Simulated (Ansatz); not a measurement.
Put Hf2F3 in Pm-3m (No. 221): Hf on 1b and 1a; F on 3c.

Level of theory: DFT PBE, scalar-relativistic, plane waves, PAW in Ansatz. Cutoff 420 eV, Γ-centred mesh, Gaussian smearing, no spin polarisation.

The zero of energy is the elements' standard structures at the same level (F₂ as a molecule); no fitted shifts are applied.

Q: Predict the relaxed structure.

A:

Space group Pm-3m (No. 221). a = 4.370 Å, b = 4.370 Å, c = 4.370 Å, α = 90.00°, β = 90.00°, γ = 90.00°
```tsv
atom	site	symmetry	x	y	z
Hf	1b	m-3m	0.5000	0.5000	0.5000
Hf	1a	m-3m	0.0000	0.0000	0.0000
F	3c	4/mm.m	0.0000	0.5000	0.5000
```

Hf on its first site has 6 F at 2.18 Å; Hf on its second site has 12 F at 3.09 Å; around F lie 2 Hf at 2.18 Å, 4 Hf at 3.09 Å and 8 F at 3.09 Å.

Q: Where does its energy lie, and is it a metal?

A: The formation energy is −1.25 eV/atom. The gap on the 8×8×8 mesh of the 5-atom cell is 0 eV (a metal). Whether it is stable depends on the other phases of the system, which aren't compared here.

The last run used Gaussian smearing of 0.10 eV. These runs have no spin–orbit coupling, which can matter for Hf. An odd number of electrons in the primitive cell allows no gap without spin; a larger cell or a magnetic state could open one. The cell is a metal run without spin; a magnetic state may lie lower. A structure relaxed within its symmetry needn't be a true minimum.
